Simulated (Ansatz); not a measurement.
Ansatz (a first-principles code) input:

Ansatz 0.2 input:
```yaml
crystal:
  lattice:
    - [3.1310478099, 0.0, 0.0]
    - [-1.5655239049, 2.7115669438, 0.0]
    - [0.0, 0.0, 7.7426264475]
  atoms:
    - { symbol: Sc, position: [0.3333333333, 0.6666666667, 0.7205574308] }
    - { symbol: Sc, position: [0.3333333333, 0.6666666667, 0.2794425692] }
    - { symbol: Si, position: [0.0, 0.0, 0.0] }
    - { symbol: B, position: [0.0, 0.0, 0.5] }
    - { symbol: B, position: [0.6666666667, 0.3333333333, 0.5] }
kpoints:
  mp_grid: { grid: [15, 15, 6] }
hamiltonian:
  xc: pbesol
  pseudopotentials: { azcp: { folder: ./paw }, kind: paw }
scf:
  occupations: { method: fermi_dirac, width: 0.1 }
phonons:
  method: dfpt
  response_accuracy: low
  eigenvectors: true
  rigid_motions: translations
```

Output (shortened):

```
Pseudopotential: Sc, paw, valence charge 11
Pseudopotential: Si, paw, valence charge 4
Pseudopotential: B, paw, valence charge 3
Functional definition: PBEsol
Crystal: 5 atoms, lattice volume = 65.735 Å³
Basis set: ecut = 420 eV, 1261 PW (Γ), exchange–correlation on 48×48×108 points (8 copies of the dense FFT grid, shifted against one another)
Bands: 21, of which v1, the nominal top of the filled ones, is band 16 counted from 1 (15 counted from 0)
Symmetry: 12 space group operations
k-points: 368 of 1350 (irreducible under 2 space group operations, time reversal used)
SCF iter   1: F=—  HF=-5154.845908 eV  |F-HF|=—  |Δ(HF+E_count)|=         —  Δρ=5.19e-2  dr2=9.00e0  ethr=3.10e-3  ⟨swp⟩=5.4  Hψ=36247  notcnv=0
preconditioner: auto → Kerker (q_TF=auto, 2.420 Å⁻¹)
SCF iter   2: F=—  HF=-5153.866877 eV  |F-HF|=—  |Δ(HF+E_count)|=   9.79e-1  Δρ=2.86e-2  dr2=3.25e0  ethr=3.10e-3  ⟨swp⟩=2.3  Hψ=14231  notcnv=0
SCF iter   3: F=—  HF=-5153.349313 eV  |F-HF|=—  |Δ(HF+E_count)|=   5.18e-1  Δρ=5.01e-3  dr2=5.57e-2  ethr=3.10e-3  ⟨swp⟩=2.6  Hψ=14335  notcnv=0
SCF iter   4: F=—  HF=-5153.340402 eV  |F-HF|=—  |Δ(HF+E_count)|=   8.91e-3  Δρ=1.61e-3  dr2=3.64e-3  ethr=1.74e-4  ⟨swp⟩=1.1  Hψ=10550  notcnv=0
SCF iter   5: F=—  HF=-5153.339497 eV  |F-HF|=—  |Δ(HF+E_count)|=   9.05e-4  Δρ=3.49e-4  dr2=1.48e-4  ethr=1.14e-5  ⟨swp⟩=2.3  Hψ=11108  notcnv=0
SCF iter   6: F=—  HF=-5153.339461 eV  |F-HF|=—  |Δ(HF+E_count)|=   3.69e-5  Δρ=6.65e-5  dr2=5.40e-6  ethr=4.62e-7  ⟨swp⟩=2.0  Hψ=10388  notcnv=0
SCF iter   7: F=—  HF=-5153.339459 eV  |F-HF|=—  |Δ(HF+E_count)|=   1.74e-6  Δρ=1.87e-5  dr2=2.09e-7  ethr=1.69e-8  ⟨swp⟩=2.9  Hψ=13473  notcnv=0
SCF iter   8: F=—  HF=-5153.339456 eV  |F-HF|=—  |Δ(HF+E_count)|=   2.49e-6  Δρ=3.38e-6  dr2=8.30e-9  ethr=6.52e-10  ⟨swp⟩=2.7  Hψ=12927  notcnv=0
SCF iter  11: F=-5153.339456 eV  HF=-5153.339456 eV  |F-HF|=0.00e0  |Δ(HF+E_count)|=  5.46e-12  Δρ=2.76e-8  dr2=7.04e-13  ethr=1.00e-12  ⟨swp⟩=6.0  Hψ=36649  notcnv=0
SCF 1 converged in 11 iterations: F = -5153.339456 eV  dr2 = 7.04e-13
DFPT response loops at Γ: preconditioner auto → Kerker (q_TF=auto, 2.420 Å⁻¹) (partly filled bands, converged f_vac=0.000) …
SCF converged after 11 iterations
Free energy (F): -5153.339456 eV
Harris-Foulkes:  -5153.339456 eV  (|F-HF|=0.00e0)
Internal energy: -5153.258629 eV  (E = F + TS)
E sigma→0 (E₀):  -5153.299043 eV
Entropy (-TS):   -0.080827 eV (-16.165 meV/atom)
Fermi energy:    11.033422 eV
--- Per-component energies (eV) ---
  E_band       = -228.102401
  E_kinetic    = 559.277674
  E_local      = -1846.335949  (includes V_loc(G=0)·N_el)
  E_nonlocal   = 323.730512
  E_hartree    = 712.723409
  E_xc         = -294.821342
  E_vxc        = -339.653036  (∫ρ·V_xc dr)
  E_paw        = -2580.941721  (= ΣΔE_a)
  E_vpaw       = -350.568551  (= ΣTr[D̂ρ^β])
  E_aug_tail   = 0.000127  (compensation charges beyond the density's cutoff)
  E_ewald      = -2027.210372
  E_core_change = 0.319033  (= ΣΔE_core)
  E_smearing   = -0.080827  (= −TS)
  E_closure    = 0.000000  (closes the sum)
  Σ components = -5153.339456   (vs F -5153.339456, Δ=0.00e0)
  [band-id]    e_kinetic+e_local+e_nonlocal+2·e_hartree+e_vxc+e_vpaw+e_augmentation_tail = -228.102406   (vs E_band -228.102401, Δ=-4.49e-6)
--- Band table (eV; the first three rows and the last of 368) ---
  k-point 0: bands = ["-37.2482", "-37.2397", "-16.1964", "-16.0581", "-15.7535", "-15.7535", "-15.7442", "-15.7442", "-0.2157", "1.7157", "5.4574", "9.4153", "10.1273", "10.3428", "10.3428", "13.2556", "13.2556", "13.2562", "13.2562", "13.4422", "14.6004"]
  k-point 1: bands = ["-37.2481", "-37.2398", "-16.1932", "-16.0614", "-15.7534", "-15.7534", "-15.7443", "-15.7443", "-0.1843", "1.6329", "5.6426", "8.8428", "10.3454", "10.3454", "10.6393", "13.2022", "13.2022", "13.3064", "13.3064", "13.3370", "14.6385"]
  k-point 2: bands = ["-37.2479", "-37.2400", "-16.1862", "-16.0687", "-15.7532", "-15.7532", "-15.7445", "-15.7445", "-0.1150", "1.4687", "6.1023", "8.0561", "10.3506", "10.3506", "11.2500", "13.0866", "13.1392", "13.1392", "13.3748", "13.3748", "14.6082"]
  k-point 367: bands = ["-37.1787", "-37.1711", "-16.1727", "-16.1510", "-16.0785", "-15.9722", "-15.9420", "-15.9270", "2.1661", "4.2111", "5.4528", "7.1034", "8.4645", "8.9750", "9.4558", "10.3859", "10.6502", "12.4171", "13.1467", "14.1009", "14.2355"]
--- Phonons (Γ-DFPT): 8 representative perturbations + reference, on 368 of 1350 k-points (Σ response iterations 24) ---
  ASR residual: 2.106e-4 → 0.000e0 eV/Å²; symmetrization residual: 1.768e-5 eV/Å²
  ASR residual per site (eV/Å²): 2.11e-4 2.11e-4 8.86e-5 2.01e-5 1.87e-5
  Γ frequencies (cm⁻¹): 0.00 0.00 0.00 172.35 172.35 222.52 222.52 300.70 342.91 398.87 398.87 462.62 541.63 827.65 827.65
  non-analytic LO–TO correction: not included (Born effective charges unavailable; polar crystals: no LO–TO splitting at Γ)
```

Cost: around 5 core-minutes (rough) on shared cores.

Space group P-6m2. The start of the workflow was typed in or built on a structure type; neither database checked (COD, Materials Project) lists it. Whether it is the stable phase at ambient conditions was not checked. The PBEsol relaxation kept the symmetry of its start; its stability against distortions is not shown here. The run is not spin-polarised. As this level gives no gap, phonon frequencies hold no LO–TO term and depend on the k-mesh and smearing (Fermi–Dirac, 0.1 eV here).

Potentials: the earlier of the program's two PAW sets. The files were generated under PBE; for other functionals the program regenerates the frozen cores, and for LDA and PBEsol the local potential too.

Ansatz is a plane-wave DFT program.
